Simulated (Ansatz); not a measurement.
The elements of this relaxed trial crystal are hidden behind letters.

```
lattice vectors (Å)
   6.0906    0.0000    0.0000
   0.0000    6.0906    0.0000
   0.0000    0.0000    6.0906
fractional positions
X 0.1932 0.5000 0.5000
X 0.8068 0.5000 0.5000
X 0.5000 0.1932 0.5000
X 0.5000 0.8068 0.5000
X 0.5000 0.5000 0.1932
X 0.5000 0.5000 0.8068
Z 0.0000 0.0000 0.0000
Q 0.5000 0.0000 0.0000
Q 0.0000 0.5000 0.0000
Q 0.0000 0.0000 0.5000
```

These are results of DFT PBE, scalar-relativistic, plane waves, PAW (Ansatz 0.2.0), not measurements. Settings of the last relaxation (10-atom cell): 420 eV, 6×6×6 k points, Gaussian smearing of 0.10 eV, no spin polarisation.

```
Space group                               : Pm-3m (No. 221)
Conventional cell                         : a = 6.091 Å
Volume per atom                           : 22.59 Å³
Density                                   : 3.14 g/cm³
Energy over the elements                  : +0.30 eV/atom
Gap on the 6×6×6 mesh of the 10-atom cell : 0 eV (the bands overlap slightly)
```

Energies are uncorrected and count from the elements' standard states at the same level.

Question: X is a p-block element of period 3, Z is a p-block element of period 3 and Q is a p-block element of period 4. Which elements are they?

Answer: X = Al, Z = Si, Q = Se, so the formula is Al6SiSe3. Density times volume gives a mean mass of 3.14 × 22.59/1.6605 = 42.7 u per atom, and this set has 42.7 u. Al has 1 Al at 2.35 Å, 4 Al at 2.64 Å and 4 Se at 3.26 Å; around Si lie 6 Se at 3.05 Å; Se has 2 Si at 3.05 Å and 8 Al at 3.26 Å. Other sets within the hints have nearly the same mass, so mass alone doesn't settle it; this one was computed.

The zero gap may come from the functional, which often closes small gaps, or the cell may be a true semimetal. Symmetry constrained the relaxation, so the result can be a saddle point.
